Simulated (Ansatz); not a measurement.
Theory: DFT PBE, scalar-relativistic, plane waves, PAW (Ansatz 0.2.0). All cells share a 420 eV cutoff and Γ-centred k meshes spaced about 0.3 Å⁻¹ or finer (0.25 for metals, 2π included). Collinear spin where magnetic atoms keep a moment.

Relaxed structures of Na4TiO3, with energies over the first row. Coordination counts O atoms around Na and Ti (those within 1.25 times the shortest such distance or 1.15 times the sum of covalent radii; a plus sign parts nearer from farther groups; a slash parts the counts of unlike sites).

```csv
#,form,sites,V (Å³/atom),coordination,ΔE (meV/atom),moments
1,P4/mmm,"Na 2e, 2h; Ti 1a; O 2f, 1d",16.0,"Na 2/5, Ti 4",0,no moments
2,Pmmm,"Na 2s, 2t; Ti 1h; O 2q, 1e",14.7,"Na 4, Ti 8",248,ferromagnetic moments up to 0.4 μB
```

A further structure, relaxed alike (ferromagnetic moments up to 1.1 μB):

```yaml
crystal:
  lattice:
    - [-3.54681, 3.54681, 4.02643]
    - [3.54681, -3.54681, 4.02643]
    - [3.54681, 3.54681, -4.02643]
  atoms:
    - { symbol: Na, position: [0.30214, 0.50273, 0.50000] }
    - { symbol: Na, position: [0.99727, 0.19786, 0.50000] }
    - { symbol: Na, position: [0.00273, 0.80214, 0.50000] }
    - { symbol: Na, position: [0.69786, 0.49727, 0.50000] }
    - { symbol: Na, position: [0.80214, 0.30214, 0.79942] }
    - { symbol: Na, position: [0.49727, 0.99727, 0.79942] }
    - { symbol: Na, position: [0.19786, 0.69786, 0.20058] }
    - { symbol: Na, position: [0.50273, 0.00273, 0.20058] }
    - { symbol: Ti, position: [0.50000, 0.50000, 0.00000] }
    - { symbol: Ti, position: [0.00000, 0.00000, 0.00000] }
    - { symbol: O, position: [0.34058, 0.15942, 0.50000] }
    - { symbol: O, position: [0.65942, 0.84058, 0.50000] }
    - { symbol: O, position: [0.84058, 0.34058, 0.18116] }
    - { symbol: O, position: [0.25000, 0.25000, 0.00000] }
    - { symbol: O, position: [0.75000, 0.75000, 0.00000] }
    - { symbol: O, position: [0.15942, 0.65942, 0.81884] }
```

**Question.** Where does it fall in the ranking, and at what energy?

**Answer.** It is the highest, 344 meV/atom above row 1, with space group I4/mcm (No. 140) and 12.7 Å³/atom. Counting O atoms around Na and Ti, this cell has Na 1+2+3, Ti 2 and row 1 has Na 2/5, Ti 4. Around Na lie 1 O at 2.27 Å, 4 Na at 2.46–2.64 Å, 2 O at 2.51 Å, 3 O at 2.80–2.81 Å and 2 Ti at 2.97 Å; Ti is surrounded by 2 O at 2.01 Å, 4 O at 2.67 Å and 8 Na at 2.97 Å; O on a site of symmetry m2m is surrounded by 2 Na at 2.27 Å, 4 Na at 2.51 Å, 2 Ti at 2.67 Å and 2 Na at 2.80 Å; O on a site of symmetry 422 has 2 Ti at 2.01 Å.

Another magnetic order may lie lower. Trial moments fell under 0.15 μB along the way in P4/mmm; another start might hold them. With atoms moved at random, row 1 (by 38 meV/atom) fell into a lower structure. Row 2 and the further cell had no clear such test and can be saddle points.
